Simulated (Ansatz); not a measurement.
**YRe3 in the AuCu3-type structure**

Computed with Ansatz (plane waves, PAW, 420 eV cutoff): PBEsol, scalar-relativistic, no spin polarisation, 8×8×8 k-mesh, Gaussian smearing of 0.05 eV; PAW files: Ansatz's generated set soft_2.

```
Y Re
1.0
     4.06727    0.00000    0.00000
     0.00000    4.06727    0.00000
     0.00000    0.00000    4.06727
Y Re
1 3
Direct
  0.00000 0.00000 0.00000
  0.00000 0.50000 0.50000
  0.50000 0.50000 0.00000
  0.50000 0.00000 0.50000
```

This is a trial structure made by placing the elements on a prototype's sites, so it needn't be the stable form.

Q: Which orbitals carry the states at the Fermi level, and how many states are there?

A: Within 0.1 eV of it: Re 5d 83 %, Y 4d 12 % (shares among the projected shells). The density of states at the Fermi level is about 5 states/eV per cell, averaged over 0.3 eV.

Density of states (tetrahedra, averaged over 0.3 eV; states/eV per cell of 4 atoms; energy in eV from the Fermi level):

```tsv
E (eV)	DOS
-6.70	0.38
-6.40	0.47
-6.10	0.60
-5.80	0.88
-5.50	1.53
-5.20	1.64
-4.90	1.54
-4.60	2.57
-4.30	4.33
-4.00	4.60
-3.70	4.43
-3.40	5.31
-3.10	4.02
-2.80	3.77
-2.50	4.58
-2.20	3.41
-1.90	3.65
-1.60	5.60
-1.30	4.80
-1.00	4.17
-0.70	5.63
-0.40	6.83
-0.10	5.17
0.20	4.98
0.50	5.26
0.80	5.10
1.10	4.23
1.40	2.78
1.70	2.09
2.00	1.43
2.30	1.06
2.60	1.16
2.90	1.68
3.20	1.63
3.50	0.89
3.80	1.06
4.10	2.53
```

No spin–orbit coupling, a notable omission for heavy elements.
